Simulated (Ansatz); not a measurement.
**VClO (Pmmn): electronic heat capacity from the density of states**

All numbers below come from Ansatz 0.2.0, DFT PBEsol, scalar-relativistic, plane waves, PAW.

Cutoff 420 eV; k points 12×10×6 on the computed 6-atom cell (Γ-centred); Gaussian smearing, width 0.10 eV; collinear spin from starting moments 1.61 1.61 0 0 0 0 μB.

Relaxed cell: Pmmn, a = 3.274 Å, b = 3.831 Å, c = 8.024 Å, α = 90.00°, β = 90.00°, γ = 90.00°, 6 atoms in the primitive cell. Whether it is the stable form of this composition wasn't checked.

The density of states at the Fermi level is 4.640 states/eV in the cell of 6 atoms (2 formula units; both spins, tetrahedra on a 18×15×9 mesh). The run ends with a moment of 4.00 μB a cell (largest on a site 1.47 μB), and the figure is for this state; a paramagnetic sample can have a quite different one. Another magnetic order, if the compound takes it, can change N(E_F) and the shape of the cell a good deal, and may open a gap, where γ is close to zero.

Question: What Sommerfeld coefficient does this give?

Answer: Per formula unit N(E_F) = 2.320 states/eV. γ = (π²/3) k_B² N(E_F) N_A = 2.357 mJ/(mol K²) per state/eV, so γ = 5.5 mJ/(mol K²), a mole of formula units. This is the bare band result: a measured γ of the same phase and magnetic order is as a rule larger by a factor 1 + λ from phonons and spin fluctuations. N(E_F) at one energy is sensitive to the mesh where the density of states has sharp peaks.

Moments started parallel, and an antiferromagnetic order may lie lower. The cell holds layers, and where no dispersion correction was added their binding is poorly described.

Only this magnetic start was tried.